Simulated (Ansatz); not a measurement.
From the elastic tensor of Ga₂Pt to moduli and sound speeds

These are results of DFT LDA, scalar-relativistic, plane waves, PAW in Ansatz 0.2.0, not measurements. Cutoff 420 eV, 12×12×12 k-points (Γ-centred), Fermi-Dirac smearing of 0.15 eV. No spin polarisation.

The structure is cubic, space group Fm-3m (No. 225). The conventional cell has a = 5.871 Å, b = 5.871 Å, c = 5.871 Å, α = 90.00°, β = 90.00°, γ = 90.00°. Around Ga (site symmetry -43m) lie 4 Pt at 2.54 Å. Pt (site symmetry m-3m) is surrounded by 8 Ga at 2.54 Å.

In a metal, frequencies and elastic constants depend on the k mesh and the smearing, soft modes and shear constants most. Spin–orbit coupling is left out, which can shift energies with elements as heavy as these.

Relaxed-ion constants (GPa, on the Cartesian axes of the calculation):
C11 = 158.8, C12 = 128.8, C13 = 128.8, C22 = 158.8, C23 = 128.8, C33 = 158.8, C44 = 30.2, C55 = 30.2, C66 = 30.2 GPa; the others vanish.

Density 10.978 g/cm³; 3 atoms in 50.60 Å³.

The values that follow are for a polycrystal of randomly turned grains, by Hill's mean where one number stands.

With S = C⁻¹: B_V = (C11+C22+C33+2(C12+C13+C23))/9, G_V = (C11+C22+C33−C12−C13−C23+3(C44+C55+C66))/15, 1/B_R = S11+S22+S33+2(S12+S13+S23), 15/G_R = 4(S11+S22+S33−S12−S13−S23)+3(S44+S55+S66); Hill is their mean. Then v_l = √((B+4G/3)/ρ), v_t = √(G/ρ), v_m = [(2/v_t³+1/v_l³)/3]^(−1/3) and Θ = (ħ/k_B)·v_m·(6π²n/V)^(1/3) for n atoms in the volume V; E = 9BG/(3B+G), ν = (3B−2G)/(2(3B+G)) and A^U = 5G_V/G_R + B_V/B_R − 6.

* Bulk modulus, Voigt / Reuss / Hill: 138.8 / 138.8 / 138.8 GPa
* Shear modulus, Voigt / Reuss / Hill: 24.1 / 21.5 / 22.8 GPa
* Young's modulus: 65 GPa
* Poisson ratio: 0.422
* Pugh ratio B/G: 6.09 (over 1.75, the rule of thumb for ductile)
* Universal anisotropy index: 0.61
* Longitudinal and transverse sound speeds: 3926 and 1441 m/s
* Debye temperature from the mean sound speed: 190 K

Cost: 1 run of about 2.7 core-minutes, on Arm Neoverse V2 (shared hosts).